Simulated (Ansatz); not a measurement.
# Eigenvalues along a path: Ba$_{2}$C (CdCl2 type)

```xyz
3
Lattice="2.0007 -1.1551 7.0641 0.0000 2.3102 7.0641 -2.0007 -1.1551 7.0641" Properties=species:S:1:pos:R:3 pbc="T T T"
C     0.0000    0.0000    0.0000
Ba    0.0000    0.0000    5.5624
Ba    0.0000    0.0000   15.6298
```

The cell comes from a relaxation on PAW files under the same functional, begun from a prototype that needn't be the stable phase.

All numbers are LDA results (scalar-relativistic) from Ansatz 0.2.0, with a Γ-centred 10×10×10 k mesh, Fermi–Dirac smearing of 0.05 eV, no spin polarisation. Methods: LAPW: all electrons, basis error target 0.5 meV/atom.

Spin–orbit coupling is left out, which matters for the heavy atoms.

Path points, in fractions of the reciprocal vectors: Γ (0.000, 0.000, 0.000), T (0.500, 0.500, 0.500), H2 (0.816, 0.184, 0.500), H0 (0.500, -0.184, 0.184), L (0.500, 0.000, 0.000), S0 (0.342, -0.342, 0.000), S2 (0.658, 0.000, 0.342), F (0.500, 0.000, 0.500). The distance column jumps between branches of the path. Levels in eV from the Fermi level; bands 22 to 36, counted from the lowest band of the run. The gap is zero, the pressure 0.00 GPa.

```
# k(1/Å) point b22 b23 b24 b25 b26 b27 b28 b29 b30 b31 b32 b33 b34 b35 b36
0.000 Γ -13.49 -12.12 -12.12 -12.09 -12.00 -12.00 -7.08 -1.80 -0.77 -0.54 -0.54 2.48 2.97 2.97 3.35
0.064 - -13.48 -12.12 -12.12 -12.10 -12.00 -12.00 -7.08 -1.82 -0.74 -0.53 -0.53 2.42 2.98 2.98 3.37
0.127 - -13.46 -12.13 -12.12 -12.12 -12.00 -12.00 -7.06 -1.87 -0.63 -0.53 -0.53 2.27 3.00 3.00 3.40
0.191 - -13.43 -12.18 -12.12 -12.12 -12.01 -12.01 -7.03 -1.92 -0.53 -0.53 -0.48 2.06 3.03 3.03 3.42
0.254 - -13.39 -12.23 -12.12 -12.12 -12.01 -12.01 -7.00 -1.97 -0.52 -0.52 -0.31 1.83 3.06 3.06 3.44
0.318 - -13.35 -12.28 -12.11 -12.11 -12.01 -12.01 -6.97 -2.02 -0.52 -0.52 -0.13 1.62 3.08 3.08 3.44
0.381 - -13.32 -12.32 -12.11 -12.11 -12.02 -12.02 -6.95 -2.04 -0.51 -0.51 0.01 1.45 3.10 3.10 3.45
0.445 T -13.31 -12.34 -12.11 -12.11 -12.02 -12.02 -6.94 -2.05 -0.51 -0.51 0.06 1.38 3.10 3.10 3.45
0.586 - -13.30 -12.37 -12.15 -12.15 -12.06 -12.02 -6.92 -1.92 -0.59 -0.48 0.05 1.55 2.50 3.22 3.66
0.728 - -13.28 -12.50 -12.31 -12.20 -12.13 -12.06 -6.88 -1.58 -0.69 -0.43 0.07 1.80 1.87 3.15 3.61
0.869 - -13.29 -12.71 -12.49 -12.20 -12.20 -12.13 -6.86 -1.23 -0.69 -0.43 0.32 1.46 1.78 2.94 4.08
1.011 - -13.33 -12.91 -12.61 -12.29 -12.26 -12.19 -6.88 -1.07 -0.59 -0.38 0.73 1.34 1.56 2.93 3.87
1.152 - -13.39 -13.04 -12.70 -12.39 -12.33 -12.20 -6.90 -1.01 -0.48 -0.26 1.15 1.38 1.49 2.94 3.44
1.294 - -13.40 -13.07 -12.84 -12.54 -12.32 -12.23 -6.90 -0.91 -0.43 -0.12 1.32 1.43 1.69 2.94 3.15
1.436 H2 -13.35 -13.04 -12.96 -12.66 -12.29 -12.27 -6.89 -0.74 -0.43 0.00 1.34 1.34 1.88 2.77 3.26
1.748 H0 -13.35 -13.04 -12.96 -12.66 -12.29 -12.27 -6.89 -0.74 -0.43 0.00 1.34 1.34 1.88 2.77 3.26
1.830 - -13.33 -13.02 -12.99 -12.68 -12.29 -12.27 -6.88 -0.63 -0.43 0.01 1.19 1.36 1.96 2.52 3.50
1.913 - -13.35 -13.03 -12.93 -12.66 -12.31 -12.26 -6.89 -0.55 -0.41 -0.08 1.11 1.33 2.05 2.23 3.82
1.996 - -13.41 -13.06 -12.83 -12.61 -12.31 -12.26 -6.90 -0.57 -0.37 -0.21 1.11 1.22 2.03 2.20 4.18
2.079 - -13.46 -13.10 -12.70 -12.57 -12.28 -12.26 -6.93 -0.74 -0.30 -0.25 1.04 1.14 1.93 2.43 4.30
2.161 - -13.50 -13.14 -12.59 -12.55 -12.28 -12.23 -6.96 -0.95 -0.24 -0.22 0.85 1.17 1.88 2.75 4.16
2.244 - -13.53 -13.16 -12.55 -12.50 -12.30 -12.19 -6.99 -1.10 -0.23 -0.15 0.72 1.19 1.85 3.07 4.04
2.327 L -13.54 -13.17 -12.55 -12.46 -12.31 -12.17 -7.00 -1.15 -0.23 -0.12 0.67 1.19 1.84 3.24 4.00
2.458 - -13.50 -13.13 -12.59 -12.44 -12.27 -12.16 -6.98 -1.17 -0.19 -0.13 0.59 1.06 2.03 3.25 3.93
2.589 - -13.41 -13.03 -12.63 -12.40 -12.20 -12.14 -6.93 -1.23 -0.20 -0.16 0.36 1.11 2.18 3.30 3.82
2.721 - -13.34 -12.87 -12.58 -12.34 -12.14 -12.10 -6.89 -1.34 -0.49 -0.21 0.39 1.34 2.21 3.26 3.80
2.852 - -13.36 -12.65 -12.42 -12.27 -12.10 -12.06 -6.90 -1.42 -0.93 -0.31 0.43 1.66 2.42 3.04 3.51
2.983 - -13.42 -12.40 -12.23 -12.20 -12.08 -12.03 -6.96 -1.43 -1.28 -0.41 0.23 2.10 2.76 2.86 3.24
3.114 - -13.47 -12.21 -12.14 -12.08 -12.06 -12.01 -7.04 -1.69 -1.08 -0.50 -0.17 2.54 2.65 3.04 3.27
3.246 Γ -13.49 -12.12 -12.12 -12.09 -12.00 -12.00 -7.08 -1.80 -0.77 -0.54 -0.54 2.48 2.97 2.97 3.35
3.399 - -13.46 -12.23 -12.17 -12.08 -12.07 -12.01 -7.03 -1.65 -1.14 -0.49 -0.08 2.54 2.58 3.06 3.23
3.553 - -13.40 -12.45 -12.37 -12.17 -12.08 -12.05 -6.93 -1.38 -1.27 -0.36 0.40 1.98 2.81 2.88 2.99
3.706 - -13.33 -12.70 -12.62 -12.27 -12.18 -12.07 -6.87 -1.34 -0.87 -0.24 0.69 1.64 2.41 2.70 3.07
3.860 - -13.33 -12.89 -12.76 -12.37 -12.32 -12.09 -6.87 -1.06 -0.58 -0.17 0.73 1.61 1.90 2.56 3.38
4.013 - -13.37 -12.99 -12.84 -12.49 -12.42 -12.14 -6.88 -0.72 -0.41 -0.12 0.67 1.62 1.88 2.24 3.75
4.167 - -13.35 -12.99 -12.96 -12.64 -12.36 -12.21 -6.88 -0.62 -0.35 -0.03 0.85 1.57 1.89 2.32 3.76
4.320 S0 -13.34 -13.01 -13.00 -12.67 -12.28 -12.28 -6.89 -0.68 -0.46 0.02 1.17 1.57 1.79 2.73 3.32
4.621 S2 -13.34 -13.01 -13.00 -12.67 -12.28 -12.28 -6.89 -0.68 -0.46 0.02 1.17 1.57 1.79 2.73 3.32
4.692 - -13.38 -13.04 -12.95 -12.62 -12.31 -12.24 -6.90 -0.69 -0.60 0.01 1.16 1.56 1.85 2.88 3.28
4.762 - -13.43 -13.09 -12.86 -12.55 -12.32 -12.22 -6.92 -0.78 -0.67 -0.03 1.02 1.55 1.95 3.02 3.39
4.833 - -13.49 -13.14 -12.75 -12.51 -12.30 -12.20 -6.95 -0.98 -0.60 -0.07 0.82 1.49 2.08 3.18 3.61
4.904 - -13.53 -13.18 -12.65 -12.50 -12.25 -12.19 -6.98 -1.17 -0.51 -0.11 0.61 1.38 2.20 3.36 3.91
4.975 - -13.57 -13.21 -12.56 -12.50 -12.20 -12.18 -7.01 -1.33 -0.39 -0.15 0.44 1.25 2.31 3.55 4.24
5.046 - -13.59 -13.22 -12.51 -12.50 -12.18 -12.16 -7.04 -1.43 -0.28 -0.17 0.32 1.14 2.37 3.69 4.56
5.116 F -13.59 -13.23 -12.51 -12.48 -12.19 -12.14 -7.05 -1.47 -0.23 -0.18 0.27 1.09 2.40 3.75 4.74
```
